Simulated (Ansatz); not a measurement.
Ta₃N₅ in space group Cmcm (No. 63; Pearson symbol oS32), the program Ansatz at the LDA level (PAW). The conduction-band minimum lies at Y, with 1 equivalent valley. Second derivatives d²E/dk² of the lowest band at one valley (eV·Å²), along Cartesian directions:

```json
[
 {"direction": "[100]", "d²E/dk²": "44.74"},
 {"direction": "[010]", "d²E/dk²": "3.220"},
 {"direction": "[001]", "d²E/dk²": "13.12"},
 {"direction": "[110]", "d²E/dk²": "24.01"},
 {"direction": "[101]", "d²E/dk²": "28.94"},
 {"direction": "[011]", "d²E/dk²": "8.171"}
]
```

Task: Find the principal effective masses, the density-of-states mass and the conductivity mass.

Result: Off-diagonal terms follow from H_xy = H[110] − (H_xx + H_yy)/2, and m*/mₑ = 7.620 eV·Å² over each eigenvalue: 0.17, 0.58, 2.4. One valley's DOS mass (m₁m₂m₃)^(1/3) = 0.62, conductivity mass 3/(Σ 1/mᵢ) = 0.37 mₑ.

Task: What effective density of states Nc follows at 300 K for parabolic valleys?

Result: Nc = 2.509e19 × 1 × (0.62)^(3/2) ≈ 1.2e19 cm⁻³.

The first step of the workflow began from a Materials Project structure, measured or hypothetical; the Crystallography Open Database files this formula in space group No. 63, but the cells were not matched. Its standing as an ambient phase is unchecked. The cell was relaxed with LDA under the symmetry of its start; its stability against distortions is not shown here. The run is not spin-polarised. Scalar-relativistic: spin–orbit coupling is off unless named, which matters more the heavier the elements.

Potentials: the later of the program's two PAW sets.

Edges and masses are those of Kohn–Sham bands, whose gap is no quasiparticle gap.
